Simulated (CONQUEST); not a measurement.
A self-consistent single point of SnO2 (P4_2/mnm, 6 atoms in the cell; from Materials Project mp-856, changed as shown).

```
CELL_PARAMETERS angstrom
      4.66952     0.00000     0.00000
      0.00000     4.66952     0.00000
      0.00000     0.00000     3.14335
ATOMIC_POSITIONS crystal
  Sn 0.50000 0.50000 0.50000
  Sn 0.00000 0.00000 0.00000
  O  0.19403 0.80597 0.50000
  O  0.80597 0.19403 0.50000
  O  0.69403 0.69403 0.00000
  O  0.30597 0.30597 0.00000
```

Level of theory: PBE, numerical atomic orbitals double-zeta with polarisation (the shipped basis), PseudoDojo norm-conserving potentials made for PBE in CONQUEST.

CONQUEST settings:

```
key                                             value
---------------------  ------------------------------
basis                                             DZP
Diag.MPMeshX, Y, Z                             8 8 10
potentials             PseudoDojo norm-conserving PBE
Grid.GridCutoff                                140 Ha
DM.SolutionMethod                              diagon
Diag.kT                                   0.000735 Ha
Diag.GammaCentred                                true
minE.SCTolerance                              1.0e-07
SC.MaxIters                                       100
SC.LinearMixingFactor                             0.3
AtomMove.TypeOfRun                             static
```

Results:

```
Item                                                      Value
------------------------------------------------  -------------
Number of valence electrons                                  52
Number of bands                                              88
Number of k-points after the program's reduction            420
Size of the basis                                            88
Number of SCF iterations                                     11
FFT grid                                           48 × 48 × 32
Free energy E − TS                                -6086.9154 eV
Top of the valence band (on the code's own zero)       -6.99 eV
Gap on the k-point mesh                                 1.52 eV
Pressure                                              29.05 GPa
Largest force (vector length)                        0.294 eV/Å
```

Forces (eV/Å):
```tsv
atom	Fx	Fy	Fz
Sn1	0.000	0.000	0.000
Sn2	0.000	0.000	0.000
O3	0.208	-0.208	0.000
O4	-0.208	0.208	0.000
O5	0.208	0.208	0.000
O6	-0.208	-0.208	0.000
```

Stress (GPa, positive for compression):
```
25.72   0.00   0.00
 0.00  25.72   0.00
 0.00   0.00  35.73
```

Gaps are taken between levels on the mesh.

For comparison: a first run was changed to give this one (lattice scaled by 0.98), and from it to this one the free energy rises by 92.5 meV/atom, the pressure goes from 13.19 to 29.05 GPa, the largest force goes from under 0.1 to 0.29 eV/Å and the gap on the mesh goes from 0.801 to 1.515 eV.

The program uses no crystal symmetry, so grid and mesh can part values that symmetry would make equal. The atom-centred basis is finite, which shifts total energies, pressures, gaps and forces against plane waves. The structure comes from a collection of computed structures, made at another level of theory; the collection holds predicted forms beside known ones. At this pressure the cell is far from its equilibrium volume at this level.

Cost on one core: about 5 core-minutes (a rough figure).
